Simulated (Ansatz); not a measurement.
Data:

ZrRh:
```
CELL_PARAMETERS angstrom
      3.25393     0.00000     0.00000
      0.00000     3.25393     0.00000
      0.00000     0.00000     3.25393
ATOMIC_POSITIONS crystal
  Rh 0.00000 0.00000 0.00000
  Zr 0.50000 0.50000 0.50000
```

This is the PBEsol-relaxed structure.

Task: All from plane-wave PAW PBEsol (Ansatz code), unless another level is named. Give the formation energy from the elements (no fitted shifts).

Result: -0.75 eV/atom.

Task: And the density of states at the Fermi level?

Result: 0.98 states/eV per atom (mean over ±0.08 eV).

Space group Pm-3m (CsCl type). The workflow started from an entry of the Crystallography Open Database (COD), which files this formula under 2 space groups. Its standing as an ambient phase is unchecked. The cell was relaxed with PBEsol under the symmetry of its start; whether a distortion lowers the energy is not shown. The run is not spin-polarised. The references are the lowest solids computed at this level, not always the standard phases. Scalar-relativistic: spin–orbit coupling is off unless named, which matters more the heavier the elements.

Potentials: the later of the program's two PAW sets.
